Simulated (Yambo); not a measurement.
**Optical response of CsBr at -3 % isotropic strain**

```
CsBr
1.0
    4.11205     0.00000     0.00000
    0.00000     4.11205     0.00000
    0.00000     0.00000     4.11205
Br Cs
1 1
Direct
  0.50000   0.50000   0.50000
  0.00000   0.00000   0.00000
```

Yambo, RPA with local fields on PBEsol bands; 10×10×10 mesh, 54 bands, 4 Ry local-field block, 0.2 eV broadening; field along x.

```
E (eV)  Im ε  Re ε  Im ε, independent particles
------  ----  ----  ---------------------------
0.0     0.00  3.18                         0.00
0.5     0.01  3.19                         0.01
1.0     0.01  3.21                         0.02
1.5     0.02  3.25                         0.03
2.0     0.03  3.31                         0.04
2.5     0.04  3.39                         0.05
3.0     0.05  3.51                         0.07
3.5     0.08  3.67                         0.10
4.0     0.12  3.90                         0.16
4.5     0.23  4.27                         0.32
5.0     0.58  4.70                         0.79
5.5     1.20  5.05                         1.66
6.0     2.15  5.56                         3.20
6.5     3.52  4.69                         4.88
7.0     4.95  3.34                         6.06
7.5     3.66  2.16                         4.41
8.0     3.05  2.11                         4.31
8.5     3.48  2.41                         5.28
9.0     3.80  1.02                         4.08
9.5     2.62  0.18                         2.38
10.0    2.01  0.33                         1.90
10.5    1.37  0.75                         1.59
11.0    1.29  1.30                         2.10
11.5    1.61  1.54                         3.14
12.0    1.99  1.56                         3.79
12.5    1.91  1.35                         3.25
13.0    2.15  1.19                         3.78
13.5    2.24  0.89                         3.78
14.0    2.15  0.58                         3.06
14.5    1.97  0.37                         2.90
15.0    1.66  0.40                         2.83
15.5    1.67  0.33                         2.16
16.0    1.43  0.28                         1.58
16.5    1.48  0.38                         1.13
17.0    1.38  0.06                         0.93
17.5    1.09  0.03                         0.80
18.0    0.91  0.30                         0.93
18.5    0.95  0.32                         0.86
19.0    0.89  0.36                         0.91
19.5    0.95  0.38                         0.85
20.0    0.92  0.24                         0.62
```

Structure narrower than a few tenths of an eV can come from the finite k mesh. Convergence of the RPA response with its 10×10×10 mesh was not tested. No excitonic effects at this level.

Spin-orbit coupling is not included.

Geometry strained from the cell relaxed with PBEsol, atoms relaxed again.
